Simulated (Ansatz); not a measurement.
ScAl3:
```xyz
4
Lattice="4.0710 0.0000 0.0000 0.0000 4.0710 0.0000 0.0000 0.0000 4.0710" Properties=species:S:1:pos:R:3 pbc="T T T"
Sc     0.0000     0.0000     0.0000
Al     2.0355     0.0000     2.0355
Al     0.0000     2.0355     2.0355
Al     2.0355     2.0355     0.0000
```

Relaxed with PBEsol. Special points in fractions of this cell's reciprocal vectors: Γ (0.000, 0.000, 0.000); X (0.000, 0.500, 0.000); M (0.500, 0.500, 0.000); R (0.500, 0.500, 0.500).

Question: List the band energies nearest the Fermi level at these points for plane-wave PAW PBEsol (Ansatz code).

Answer: In eV from the Fermi level; about four levels below and three above (degenerate sets whole), none deeper than 8.9 eV; points with the same levels are listed once.

```
k                          below                above
-  -----------------------------  -------------------
Γ  -2.65 -2.65 -1.82 -1.82 -1.82  1.21 1.29 1.29 1.29
X        -7.37 -1.74 -1.74 -1.52       0.93 1.01 1.01
M  -5.65 -5.65 -4.40 -0.56 -0.56       1.19 1.37 2.08
R        -4.53 -2.97 -2.97 -2.97       0.93 2.63 2.63
```

Space group Pm-3m (Cu3Au type). Symmetry was held in the PBEsol relaxation. No spin polarisation was allowed.

Potentials: the earlier of the program's two PAW sets. The files were generated under PBE; for other functionals the program regenerates the frozen cores, and for LDA and PBEsol the local potential too.
